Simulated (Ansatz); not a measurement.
Start of a relaxation of Be3GeF2:

```cif
data_structure
_symmetry_space_group_name_H-M 'P-4m2'
_symmetry_Int_Tables_number 115
_cell_length_a 3.3374
_cell_length_b 3.3374
_cell_length_c 4.7198
_cell_angle_alpha 90.000
_cell_angle_beta 90.000
_cell_angle_gamma 90.000
_cell_volume 52.57
loop_
_atom_site_label
_atom_site_type_symbol
_atom_site_symmetry_multiplicity
_atom_site_Wyckoff_symbol
_atom_site_fract_x
_atom_site_fract_y
_atom_site_fract_z
_atom_site_occupancy
Be1 Be 1 c 0.50000 0.50000 0.50000 1
Be2 Be 1 d 0.00000 0.00000 0.50000 1
Be3 Be 1 b 0.50000 0.50000 0.00000 1
Ge1 Ge 1 a 0.00000 0.00000 0.00000 1
F1 F 2 g 0.50000 0.00000 0.75000 1
```

All numbers below come from DFT PBE, scalar-relativistic, plane waves, PAW in Ansatz. Cutoff 420 eV, Gaussian smearing, Γ-centred meshes. Cell and atoms relax first on a coarse mesh and then on a finer one. In between, the cell is made exact in the group found at 0.06 Å. In metals the finer mesh still leaves noise of several meV/atom or more. The steps can't lower the symmetry of their start. No spin polarisation.

A guess keeps its type if space group and coordination stay and the shape of the cell changes little (axis ratios within about 15 %, angles within 6°); the volume may change.

Task: Does this structure survive the relaxation?

Result: It doesn't keep its type. The symmetry goes from P-4m2 (No. 115) to P4/mmm (No. 123). The volume per atom grows by 26.6 %, from 8.8 to 11.1 Å³. The shortest distance goes from 2.04 Å (Be–F and Ge–F) to 1.80 Å (Be–F). Counting neighbours within 15 % of an atom's shortest distance, the start has Be 4, F 8, Ge 4 and the end Be 4/6, F 4, Ge 6. In detail, at the end around Be on its first site lie 4 F at 1.80 Å and 6 Be at 2.55–2.56 Å; around Ge lie 6 Be at 2.55–2.56 Å; around F lie 4 Be at 1.80 Å; 2 more sites not described.

```
Be Ge F
1.0
     3.60180    0.00000    0.00000
     0.00000    3.60180    0.00000
     0.00000    0.00000    5.12848
Be Ge F
3 1 2
Cartesian
  1.8009 1.8009 2.5642
  0.0000 0.0000 2.5642
  1.8009 1.8009 0.0000
  0.0000 0.0000 0.0000
  1.8009 0.0000 2.5642
  0.0000 1.8009 2.5642
```

Energies over the elements count from the elements' standard structures at the same level (F₂ as a molecule), with no fitted energy shifts.

Task: At what energy does it end?

Result: −0.51 eV/atom.

The last run used a 10×10×8 mesh (in the run's order of axes) for its 6-atom cell and Gaussian smearing of 0.10 eV. A structure relaxed within its symmetry needn't be a true minimum. Another cell of Be3GeF2 relaxed alike, in R-3m, lies 242 meV/atom lower, so this cell isn't the stable form at this level.

In counts of neighbours, a slash parts the counts of unlike sites.
